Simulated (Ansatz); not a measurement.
A geometry of Te away from equilibrium: the start of the relaxation of a relaxed Te cell squeezed uniformly to 80 % of its volume. All values below come from PBE (plane waves to 420 eV, PAW, scalar-relativistic; Ansatz, an electronic-structure program). Γ-centred k-mesh 6×6×4 on the run's cell (coarser than for final values), Fermi–Dirac smearing 0.05 eV.

```xyz
3
Lattice="4.1967 0.0000 0.0000 -2.0983 3.6344 0.0000 0.0000 0.0000 5.5277" Properties=species:S:1:pos:R:3 pbc="T T T"
Te     1.1252     0.0000     1.8426
Te    -0.5626     0.9745     3.6851
Te     1.5357     2.6600     0.0000
```

What forces act on the atoms (eV/Å)?


```csv
atom,Fx,Fy,Fz
Te1,1.48,0.00,0.00
Te2,-0.74,1.29,0.00
Te3,-0.74,-1.29,0.00
```

What is the pressure?

+16.6 GPa, compression positive.

No spin polarisation in the result.

The run could not lose the symmetry of its start.
